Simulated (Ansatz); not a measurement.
ScB₂Os, in the lowest among the structures calculated here: Pnma (No. 62), oP16; a = 5.6418 Å, b = 5.1809 Å, c = 6.1640 Å, α = β = γ = 90.00°; Sc 4c (0.011, 0.250, 0.671); B 8d (0.355, 0.081, 0.467); Os 4c (0.177, 0.250, 0.180). The numbers are results of r2SCAN (plane waves to 500 eV, PAW, scalar-relativistic; Ansatz, a program for electronic structure), not measurements. Element references, the lowest calculated here: Sc (P6₃/mmc), Os (P6₃/mmc), B (R-3m).

Problem. What formation energy of this Pnma form of ScB2Os from the elements does r2SCAN give?

Solution. -0.75 eV/atom.

Static energies, no anion corrections, no zero-point energy. Values are rounded to 0.01 eV/atom. Spin-orbit coupling is missing from these energies, which matters for elements this heavy. The compounds carry no spin polarisation.
